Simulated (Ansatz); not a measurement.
NbSiB:
```cif
data_B2Nb2Si2
_chemical_formula_sum 'Si2 B2 Nb2'
_space_group_name_H-M_alt 'P 1'
_space_group_IT_number 1
_cell_length_a 6.92448
_cell_length_b 6.92448
_cell_length_c 3.17832
_cell_angle_alpha 90.000
_cell_angle_beta 90.000
_cell_angle_gamma 152.513
loop_
_space_group_symop_operation_xyz
  'x, y, z'
loop_
_atom_site_label
_atom_site_type_symbol
_atom_site_fract_x
_atom_site_fract_y
_atom_site_fract_z
_atom_site_occupancy
Si1 Si 0.70243 0.29757 0.25000 1
Si2 Si 0.29757 0.70243 0.75000 1
B1 B 0.46712 0.53288 0.75000 1
B2 B 0.53288 0.46712 0.25000 1
Nb1 Nb 0.09787 0.90213 0.75000 1
Nb2 Nb 0.90213 0.09787 0.25000 1
```

Relaxed with r²SCAN.

### Question
Tabulate the valence density and the electron localisation function along the shortest Si–B contact (2.28 Å), plane-wave PAW r²SCAN (Ansatz code).

### Answer


```csv
distance from Si (Å),density (e/Å³),ELF
0.23,0.08,0.27
0.34,0.14,0.17
0.46,0.22,0.18
0.57,0.31,0.27
0.68,0.38,0.41
0.80,0.42,0.53
0.91,0.43,0.60
1.03,0.43,0.63
1.14,0.43,0.64
1.25,0.44,0.65
1.37,0.47,0.66
1.48,0.51,0.65
1.60,0.57,0.60
1.71,0.62,0.46
1.82,0.62,0.26
1.94,0.55,0.09
2.05,0.41,0.01
```

The density is the valence pseudo-density with augmentation charge, so density and ELF within about 1 Å of a nucleus are not all-electron values.

Space group Cmcm. The start of the workflow was typed in or built on a structure type; neither database checked (COD, Materials Project) lists it. Whether it is the stable phase at ambient conditions was not checked. The cell was relaxed with r²SCAN under the symmetry of its start; its stability against distortions is not shown here. No spin polarisation was allowed.

Potentials: the later of the program's two PAW sets.
